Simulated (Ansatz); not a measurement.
**TiAl (CuAu type, space group P4/mmm): scan of one atom of the cell**

Starting cell, TiAl (CuAu type, space group P4/mmm):

```yaml
crystal:
  lattice:
    - [5.62584, 0.00000, 0.00000]
    - [0.00000, 2.81292, 0.00000]
    - [0.00000, 0.00000, 4.05841]
  atoms:
    - { symbol: Al, position: [0.25000, 0.50000, 0.50000] }
    - { symbol: Al, position: [0.75000, 0.50000, 0.50000] }
    - { symbol: Ti, position: [0.00000, 0.00000, 0.00000] }
    - { symbol: Ti, position: [0.50000, 0.00000, 0.00000] }
```

In each cell atom 2 (Al, nearest neighbour Al at 2.813 Å; its periodic images, 2.8 Å or more away, move with it) moves by s·(0.707, 0.707, 0.000) (along Cartesian [110]), the rest being held.

The numbers are results of r2SCAN (plane waves to 500 eV, PAW, scalar-relativistic; Ansatz, an electronic-structure program), not measurements. k mesh 7×13×9 (Γ-centred), Fermi-Dirac smearing 0.05 eV. Energies are smeared free energies. Compression counts positive. With partly filled bands, energies and forces of such displacements shift with the k mesh and the smearing. F∥ is the force on the atom along that direction. F⊥ is the part of the force across the line. TiAl is run without spin polarisation. TiAl was relaxed with its symmetry unable to fall. ΔE is measured from the undisplaced structure.

| s (Å) | ΔE (meV/cell) | |F⊥| (eV/Å) | F∥ (eV/Å) | P (GPa) |
|---|---|---|---|---|
| -0.560 | 998 | 0.965 | 3.681 | 5.4 |
| -0.448 | 630 | 0.658 | 2.888 | 3.5 |
| -0.336 | 350 | 0.425 | 2.120 | 2.0 |
| -0.224 | 154 | 0.249 | 1.386 | 0.9 |
| -0.112 | 38 | 0.114 | 0.684 | 0.2 |
| 0.000 | 0 | 0.000 | 0.000 | 0.0 |
| 0.112 | 38 | 0.114 | -0.684 | 0.2 |
| 0.224 | 154 | 0.249 | -1.386 | 0.9 |
| 0.336 | 350 | 0.425 | -2.120 | 2.0 |
| 0.448 | 630 | 0.658 | -2.888 | 3.5 |
| 0.560 | 998 | 0.965 | -3.681 | 5.4 |

What the scan shows:

| Item | Value |
|---|---|
| Energy at s = 0.560 Å | 998 meV/cell |
| Force along the line at s = -0.560 Å | 3.68 eV/Å |
| Symmetry of the curve | even: the same for both signs |
| Shape of the curve | a single well with its minimum at or next to zero displacement |
| Force constant k = d²E/ds² at s = 0 (finite differences) | 6.08 eV/Å² |
| Harmonic estimate at the end of the scan | ½ks² = 953 meV/cell against the computed 998 meV/cell, so the well is close to harmonic there |

(A displaced cell: forces are minus the slopes of the energy, force constants its curvatures, and phonons follow from these.)
